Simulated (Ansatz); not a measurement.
# SnSe: energy along a strain

SnSe, Fm-3m, a = 6.020 Å. This isn't the usual stable structure of the compound. Ansatz: r2SCAN, PAW, 500 eV, Γ-centred 10×10×10 mesh on 2 atoms, Gaussian smearing 0.05 eV; no spin polarisation. Cell vectors (Å): 0.000 3.010 3.010; 3.010 0.000 3.010; 3.010 3.010 0.000. The cell is strained by x per cent times the pattern (0 1 0 0 0 0) in the order xx yy zz yz xz xy (engineering shears), with fractional coordinates held. y is the free energy over the start, V0 = 27.271 Å³/atom.

```
x (%) y (meV/atom)
-2.00          4.89
-1.50          2.67
-1.00          1.14
-0.50          0.27
 0.00          0.00
 0.50          0.31
 1.00             ?
 1.50          2.51
 1.75          3.36
 2.00          4.33
```

Problem. Fit y = c1 x + c2 x² + c3 x³ to the other rows, get the stiffness along the pattern, and predict the missing energy.

Solution. Least squares on the rows shown. y = 0.05749 x + 1.152 x² − 0.04945 x³. The clamped-ion stiffness p·C·p = 2 × 11.52 eV × 160.2 / 27.271 Å³ = 135 GPa, which is C22 in these axes (C11 of the cubic crystal); c1 is there for the stress left in the start, which by itself gives a slope of 0.05 meV/atom per %. At x = 1.00 the fit asked for gives 1.16 meV/atom. The run gave 1.15 meV/atom, so the fit is 0.01 meV/atom too high, a small miss on the scale of the series.

Cost: 10 runs of about 2.1 core-minutes in all, on Intel Xeon Platinum 8259CL (Skylake/Cascade Lake) (shared hosts).